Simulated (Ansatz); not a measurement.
Input deck for Ansatz 0.2.0, then the block of the output on the nuclei.

The start is a structure deposited in the COD.

```yaml
crystal:
  lattice:
    - [4.908, 0.0, 0.0]
    - [0.0, 4.908, 0.0]
    - [0.0, 0.0, 6.784]
  atoms:
    - { symbol: Si, position: [0.3083, 0.3083, 0.0] }
    - { symbol: Si, position: [0.1917, 0.8083, 0.25] }
    - { symbol: Si, position: [0.6917, 0.6917, 0.5] }
    - { symbol: Si, position: [0.8083, 0.1917, 0.75] }
    - { symbol: O, position: [0.2387, 0.1161, 0.1865] }
    - { symbol: O, position: [0.3839, 0.7387, 0.4365] }
    - { symbol: O, position: [0.7613, 0.8839, 0.6865] }
    - { symbol: O, position: [0.6161, 0.2613, 0.9365] }
    - { symbol: O, position: [0.7387, 0.3839, 0.5635] }
    - { symbol: O, position: [0.8839, 0.7613, 0.3135] }
    - { symbol: O, position: [0.2613, 0.6161, 0.0635] }
    - { symbol: O, position: [0.1161, 0.2387, 0.8135] }
kpoints:
  mp_grid: { grid: [5, 5, 4] }
scf:
  occupations: { method: fermi_dirac, width: 0.02 }
hamiltonian:
  xc: pbe
  pseudopotentials: { kind: paw }
output:
  forces: true
  stress: true
  populations: true
  efg: { quadrupole_moments_barn: { O: -0.02558 }, contact_densities: true }
relax:
  f_tol: 0.02
  max_steps: 60
```

```sh
ansatz run input.yaml --threads 1 --pin off --max-ram 2560MiB --backend cpu --events-out ev --progress --plain --runs-dir out
```

The run relaxes the ions first, and the block belongs to the relaxed positions.

Of the output, the block on the nuclei alone is shown; the set-up, the SCF iterations, energies, forces and stress are cut. One atom of each set with nearly equal values is shown.

```
--- PAW observables at the nuclei: V_zz in 10²¹ V/m², potentials from the cell's mean, atoms counted from 1 ---
  atom   1  Si V_zz =    -0.457952   η = 0.8139   by run symmetry: allowed
            electrostatic potential = -1354.074780 V   contact ρ = 12801.540946 e/Å³
  atom   5  O  V_zz =    +9.160601   η = 0.2411   by run symmetry: allowed   C_q = -5.6660 MHz
            electrostatic potential = -618.471275 V   contact ρ = 2153.943921 e/Å³
```

The cell is 5 % smaller than that of α-cristobalite at ambient conditions, so the entry probably stands for a crystal under pressure.
